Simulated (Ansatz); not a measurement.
CdTe (zinc blende)

```
CELL_PARAMETERS angstrom
      0.00000     3.27903     3.27903
      3.27903     0.00000     3.27903
      3.27903     3.27903     0.00000
ATOMIC_POSITIONS crystal
  Te 0.75000 0.75000 0.75000
  Cd 0.00000 0.00000 0.00000
```

The slice is a {110} plane (indices of the conventional cell) through the point (0.750, 0.750, 0.750) (fractional), spanned by u = [100] and v = [1 -1 -1] in vectors of this cell: u (4.64 Å) and v (6.56 Å, at 90° to u). It covers one period; positions are fractions (u, v).

Computed with r2SCAN (plane waves to 500 eV, PAW, scalar-relativistic; Ansatz, a quantum-chemistry and plane-wave program). k mesh 9×9×9. These are valence fields of a PAW run, semicore shells included where kept as valence: close to a nucleus they are smooth pseudo fields. CdTe was relaxed with its symmetry unable to fall. Spin-orbit coupling is left out, though Te is heavy. The PAW data are Ansatz's earlier set.

Problem. Around which element is the density of the highest valence band (whole band, smooth part) largest on this plane?

Solution. Te. Mean over a disc round each atom, of radius 0.45 times the shortest bond: Te 0.071, Cd 0.014 e/Å³.

Problem. What is the ELF at the density minimum of the shortest Te–Cd line in this plane (2.84 Å)?

Solution. 0.3.

Problem. What is the valence density on the shortest Te–Cd line in this plane (2.84 Å), at its minimum between the atoms?

Solution. 0.32 e/Å³.

Problem. Sketch the valence electron density on this plane as a map.

Solution. 
```
|@%#*+=------=+*#%|
|%#*++========++*#|
|*+++==++**++==+++|
|++===+*#%%#*+===+|
|=====+#%@@%#+====|
|----=+#@@@@#+=---|
|:::--+#%@@%#+--::|
|..::-=*#%%#*=-::.|
| ..::-=+**+=-::..|
|   .:--====--:.  |
|   ..::----::..  |
|    ..::::::..   |
|    ....::....   |
|     ........    |
|       ....      |
|....          ...|
|:::...      ...::|
|---::.      .::--|
|==--::.    .::--=|
|++==-:..  ..:-==+|
|*++==-:....:-==++|
|%#*+=-::..::-=+*#|
|@%#++=-::::-=++#%|
|@@%*+=--::--=+*%@|
```
Scale: ten equal steps from -2.16 (start of ' ') to 1.39 (end of '@'), in the order ' .:-=+*#%@'. Values: log₁₀ of the valence density in e/Å³. The map has 17 points along u (one character each, u = 0 at the left) and 24 along v (v = 0 in the bottom row). The scale is logarithmic, as a density can span decades between atoms and voids.
